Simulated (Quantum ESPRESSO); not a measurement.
# TiGa3O5N: finding a planted mistake in a log

Computed values, not a measurement. The program is pw.x of Quantum ESPRESSO 7.5 (plane-wave density functional theory). The cell is made up: 10 atoms on a corundum lattice, with randomly drawn elements, strain and displacements, not relaxed. PseudoDojo standard norm-conserving files (v0.5 for PBE, v0.4.1 for LDA and PBEsol) set the functional; there is no spin polarisation, spin-orbit coupling or dispersion term, and the masses in the input are unused placeholders.

Intended input:

```
&control calculation='scf', pseudo_dir='./dojo.nc.sr.pbe.v0_5.standard.upf', outdir='./o', disk_io='medium', tprnfor=.true., tstress=.true. /
&system ibrav=0, nat=10, ntyp=4, nbnd=49, ecutwfc=84.00895049, nosym=.true., tot_charge=0,
 occupations='smearing', smearing='fd', degauss=0.0018374661
/
&electrons conv_thr=7.350e-09, electron_maxstep=60, /
ATOMIC_SPECIES
Ga 1.0 Ga.upf
N 1.0 N.upf
O 1.0 O.upf
Ti 1.0 Ti.upf
CELL_PARAMETERS angstrom
2.5637 1.4202 4.4648
-2.6073 1.3995 4.4958
-0.0397 -2.9854 4.5338
ATOMIC_POSITIONS angstrom
Ti 0.0513 -0.0673 4.7561
Ga -0.0218 -0.04 1.9611
Ga -0.0483 -0.068 8.7238
Ga -0.1429 -0.1388 11.4978
O -1.0188 1.3356 7.8909
O -0.8683 -1.6813 7.8595
O 1.8117 0.0935 7.7806
O 0.9625 -1.5261 5.6113
N 0.7089 1.5491 5.581
O -1.8727 -0.1874 5.6405
K_POINTS automatic
5 5 5 1 1 1
```

The log is shortened where brackets say so; the opening notice, blank lines, dates and the lines on written files are dropped, and the path of the files is cut. It prints rydbergs, bohrs and kilobars, and counts compression as positive stress. Where no state is partly filled, the Fermi energy that it prints is only some level between the filled and the empty states on the mesh, and need not lie in the true gap.

Log of the intended run:

```
     Program PWSCF v.7.5
     Parallel version (MPI & OpenMP), running on       1 processor cores
     Number of MPI processes:                 1
     Threads/MPI process:                     1
     [start-up lines left out]
     bravais-lattice index     =            0
     lattice parameter (alat)  =      10.0926  a.u.
     unit-cell volume          =     689.7620 (a.u.)^3
     number of atoms/cell      =           10
     number of atomic types    =            4
     number of electrons       =        86.00
     number of Kohn-Sham states=           49
     kinetic-energy cutoff     =      84.0090  Ry
     charge density cutoff     =     336.0358  Ry
     scf convergence threshold =      7.3E-09
     mixing beta               =       0.7000
     number of iterations used =            8  plain     mixing
     Exchange-correlation= PBE
                           (   1   4   3   4   0   0   0)
     [axes and pseudopotential details left out]
   Cartesian axes
     site n.     atom                  positions (alat units)
         1        Ti     tau(   1) = (   0.0096053  -0.0126011   0.8905248  )
         2        Ga     tau(   2) = (  -0.0040818  -0.0074895   0.3671933  )
         3        Ga     tau(   3) = (  -0.0090436  -0.0127322   1.6334309  )
         4        Ga     tau(   4) = (  -0.0267564  -0.0259887   2.1528303  )
         5        O      tau(   5) = (  -0.1907585   0.2500757   1.4774799  )
         6        O      tau(   6) = (  -0.1625792  -0.3148040   1.4716007  )
         7        O      tau(   7) = (   0.3392199   0.0175068   1.4568275  )
         8        O      tau(   8) = (   0.1802170  -0.2857446   1.0506512  )
         9        N      tau(   9) = (   0.1327333   0.2900511   1.0449778  )
        10        O      tau(  10) = (  -0.3506415  -0.0350885   1.0561185  )
     number of k points=    63  Fermi-Dirac smearing, width (Ry)=  0.0018
                       cart. coord. in units 2pi/alat
        k(    1) = (   0.0007062   0.0014426   0.1187554), wk =   0.0320000
        k(    2) = (   0.0021321  -0.2406610   0.1949469), wk =   0.0320000
     [further k points left out]
     Dense  grid:    71767 G-vectors     FFT dimensions: (  60,  60,  60)
     Estimated max dynamical RAM per process >     111.05 MB
     Initial potential from superposition of free atoms
     starting charge      85.9904, renormalised to      86.0000
     Starting wfcs are   61 randomized atomic wfcs
     total cpu time spent up to now is       15.8 secs
     per-process dynamical memory:    90.9 Mb
     Self-consistent Calculation
     iteration #  1     ecut=    84.01 Ry     beta= 0.70
     Davidson diagonalization with overlap
     ethr =  1.00E-02,  avg # of iterations =  2.0
     total cpu time spent up to now is       43.9 secs
     total energy              =    -762.59475735 Ry
     estimated scf accuracy    <       3.05285525 Ry
     iteration #  2     ecut=    84.01 Ry     beta= 0.70
     Davidson diagonalization with overlap
     ethr =  3.55E-03,  avg # of iterations =  4.6
     total cpu time spent up to now is       90.2 secs
     total energy              =    -759.09846240 Ry
     estimated scf accuracy    <      34.19353264 Ry
     [iterations 3 to 12 left out]
     iteration # 13     ecut=    84.01 Ry     beta= 0.70
     Davidson diagonalization with overlap
     ethr =  1.05E-09,  avg # of iterations =  2.0
     total cpu time spent up to now is      456.2 secs
     total energy              =    -764.14419558 Ry
     estimated scf accuracy    <       0.00000002 Ry
     iteration # 14     ecut=    84.01 Ry     beta= 0.70
     Davidson diagonalization with overlap
     ethr =  2.53E-11,  avg # of iterations =  4.9
     total cpu time spent up to now is      498.2 secs
     End of self-consistent calculation
     [lines on levels left out]
     the Fermi energy is    11.7003 ev
!    total energy              =    -764.14419559 Ry
     estimated scf accuracy    <          4.8E-09 Ry
     smearing contrib. (-TS)   =      -0.00000000 Ry
     internal energy E=F+TS    =    -764.14419559 Ry
     The total energy is F=E-TS. E is the sum of the following terms:
     one-electron contribution =    -221.32239860 Ry
     hartree contribution      =     182.94913162 Ry
     xc contribution           =    -191.57902903 Ry
     ewald contribution        =    -534.19189958 Ry
     convergence has been achieved in  14 iterations
     Forces acting on atoms (cartesian axes, Ry/au):
     atom    1 type  4   force =    -0.02082561    0.06684842    0.05911356
     atom    2 type  1   force =    -0.04609270    0.02339843   -0.04160856
     atom    3 type  1   force =     0.04002352   -0.05249668   -0.00959021
     atom    4 type  1   force =     0.05347091   -0.02511388    0.00337670
     atom    5 type  3   force =    -0.02848508    0.02530560   -0.01120874
     atom    6 type  3   force =     0.01604627    0.00089270    0.01473921
     atom    7 type  3   force =    -0.02730255   -0.02191053    0.02960936
     atom    8 type  3   force =    -0.03243737    0.01494866    0.00969558
     atom    9 type  2   force =    -0.00794902   -0.03743641   -0.02337799
     atom   10 type  3   force =     0.05355162    0.00556370   -0.03074891
     Total force =     0.179252     Total SCF correction =     0.000151
     Computing stress (Cartesian axis) and pressure
          total   stress  (Ry/bohr**3)                   (kbar)     P=       12.25
  -0.00017573  -0.00003906   0.00009277          -25.85       -5.75       13.65
  -0.00003906  -0.00011859   0.00006523           -5.75      -17.45        9.60
   0.00009277   0.00006523   0.00054407           13.65        9.60       80.03
     init_run     :     15.26s CPU     15.60s WALL (       1 calls)
     electrons    :    458.39s CPU    482.44s WALL (       1 calls)
     forces       :      5.42s CPU      5.48s WALL (       1 calls)
     stress       :     20.53s CPU     20.64s WALL (       1 calls)
     [timing details left out]
     PWSCF        :   8m19.92s CPU   8m45.16s WALL
     JOB DONE.
```

A second run was made from an input with one planted mistake. Its log:

```
     Program PWSCF v.7.5
     Parallel version (MPI & OpenMP), running on       1 processor cores
     Number of MPI processes:                 1
     Threads/MPI process:                     1
     [start-up lines left out]
     bravais-lattice index     =            0
     lattice parameter (alat)  =      10.0926  a.u.
     unit-cell volume          =     689.7620 (a.u.)^3
     number of atoms/cell      =           10
     number of atomic types    =            4
     number of electrons       =        87.00
     number of Kohn-Sham states=           50
     kinetic-energy cutoff     =      84.0090  Ry
     charge density cutoff     =     336.0358  Ry
     scf convergence threshold =      7.3E-09
     mixing beta               =       0.7000
     number of iterations used =            8  plain     mixing
     Exchange-correlation= PBE
                           (   1   4   3   4   0   0   0)
     [axes and pseudopotential details left out]
   Cartesian axes
     site n.     atom                  positions (alat units)
         1        Ti     tau(   1) = (   0.0096053  -0.0126011   0.8905248  )
         2        Ga     tau(   2) = (  -0.0040818  -0.0074895   0.3671933  )
         3        Ga     tau(   3) = (  -0.0090436  -0.0127322   1.6334309  )
         4        Ga     tau(   4) = (  -0.0267564  -0.0259887   2.1528303  )
         5        O      tau(   5) = (  -0.1907585   0.2500757   1.4774799  )
         6        O      tau(   6) = (  -0.1625792  -0.3148040   1.4716007  )
         7        O      tau(   7) = (   0.3392199   0.0175068   1.4568275  )
         8        O      tau(   8) = (   0.1802170  -0.2857446   1.0506512  )
         9        N      tau(   9) = (   0.1327333   0.2900511   1.0449778  )
        10        O      tau(  10) = (  -0.3506415  -0.0350885   1.0561185  )
     number of k points=    63  Fermi-Dirac smearing, width (Ry)=  0.0018
                       cart. coord. in units 2pi/alat
        k(    1) = (   0.0007062   0.0014426   0.1187554), wk =   0.0320000
        k(    2) = (   0.0021321  -0.2406610   0.1949469), wk =   0.0320000
     [further k points left out]
     Dense  grid:    71767 G-vectors     FFT dimensions: (  60,  60,  60)
     Estimated max dynamical RAM per process >     111.76 MB
     Initial potential from superposition of free atoms
     starting charge      85.9904, renormalised to      87.0000
     Starting wfcs are   61 randomized atomic wfcs
     total cpu time spent up to now is       23.3 secs
     per-process dynamical memory:    91.0 Mb
     Self-consistent Calculation
     iteration #  1     ecut=    84.01 Ry     beta= 0.70
     Davidson diagonalization with overlap
     ethr =  1.00E-02,  avg # of iterations =  2.0
     total cpu time spent up to now is       67.0 secs
     total energy              =    -761.77309321 Ry
     estimated scf accuracy    <       2.78674013 Ry
     iteration #  2     ecut=    84.01 Ry     beta= 0.70
     Davidson diagonalization with overlap
     ethr =  3.20E-03,  avg # of iterations =  3.7
     total cpu time spent up to now is      115.4 secs
     total energy              =    -759.06303372 Ry
     estimated scf accuracy    <      23.58838578 Ry
     [iterations 3 to 12 left out]
     iteration # 13     ecut=    84.01 Ry     beta= 0.70
     Davidson diagonalization with overlap
     ethr =  2.67E-10,  avg # of iterations =  4.6
     total cpu time spent up to now is      644.1 secs
     total energy              =    -763.17202424 Ry
     estimated scf accuracy    <       0.00000002 Ry
     iteration # 14     ecut=    84.01 Ry     beta= 0.70
     Davidson diagonalization with overlap
     ethr =  2.28E-11,  avg # of iterations =  3.6
     total cpu time spent up to now is      684.7 secs
     End of self-consistent calculation
     [lines on levels left out]
     the Fermi energy is    13.6889 ev
!    total energy              =    -763.17202425 Ry
     estimated scf accuracy    <          5.0E-10 Ry
     smearing contrib. (-TS)   =      -0.00132829 Ry
     internal energy E=F+TS    =    -763.17069596 Ry
     The total energy is F=E-TS. E is the sum of the following terms:
     one-electron contribution =    -220.38460596 Ry
     hartree contribution      =     184.07098309 Ry
     xc contribution           =    -192.66517350 Ry
     ewald contribution        =    -534.19189958 Ry
     convergence has been achieved in  14 iterations
     Forces acting on atoms (cartesian axes, Ry/au):
     atom    1 type  4   force =    -0.04423273    0.05827434    0.03296814
     atom    2 type  1   force =    -0.05146045    0.02794270   -0.04169206
     atom    3 type  1   force =     0.03961013   -0.05633097    0.00068167
     atom    4 type  1   force =     0.05359258   -0.03338630   -0.00745947
     atom    5 type  3   force =    -0.01442653    0.01985638   -0.01542665
     atom    6 type  3   force =     0.00993161    0.00984055    0.01008437
     atom    7 type  3   force =    -0.02879043   -0.02609416    0.02259170
     atom    8 type  3   force =    -0.01822919   -0.00974698    0.01971241
     atom    9 type  2   force =     0.01415450   -0.00270785   -0.00242743
     atom   10 type  3   force =     0.03985054    0.01235230   -0.01903268
     Total force =     0.163345     Total SCF correction =     0.000059
     Computing stress (Cartesian axis) and pressure
          total   stress  (Ry/bohr**3)                   (kbar)     P=      328.68
   0.00199661  -0.00001926   0.00009681          293.71       -2.83       14.24
  -0.00001926   0.00219752   0.00010288           -2.83      323.27       15.13
   0.00009681   0.00010288   0.00250878           14.24       15.13      369.05
     init_run     :     21.79s CPU     23.12s WALL (       1 calls)
     electrons    :    631.44s CPU    661.44s WALL (       1 calls)
     forces       :      5.72s CPU      5.80s WALL (       1 calls)
     stress       :     22.58s CPU     22.70s WALL (       1 calls)
     [timing details left out]
     PWSCF        :  11m21.83s CPU  11m53.81s WALL
     JOB DONE.
```

Question: what was wrong in the second input?

Answer: the cell has the wrong charge. The input lines that differ, file-writing options aside:

```
- &system ibrav=0, nat=10, ntyp=4, nbnd=49, ecutwfc=84.00895049, nosym=.true., tot_charge=0,
+ &system ibrav=0, nat=10, ntyp=4, nbnd=50, ecutwfc=84.00895049, nosym=.true., tot_charge=-1,
```

|  | intended run | run with the mistake |
| --- | --- | --- |
| free energy (eV) | -10396.711 | -10383.484 |
| smearing term -TS (eV) | 0.0000 | -0.0181 |
| pressure (GPa) | 1.22 | 32.87 |
| largest force component (eV/Å) | 1.719 | 1.498 |
| largest change of a force component (eV/Å) |  | 0.893 |
| iterations | 14 | 14 |

For scale, a rerun of the intended cell at a cutoff of 1437 eV and k mesh 7 x 7 x 7 moved values by no more than 0.004 eV in energy, 0.03 GPa in stress and 0.002 eV/Å in force. The charged cell sits in a uniform background, so its energy and stress rest on the program's zero of potential. The number of bands, nbnd, was set by rule from the electron count and the smearing, so it follows the mistake.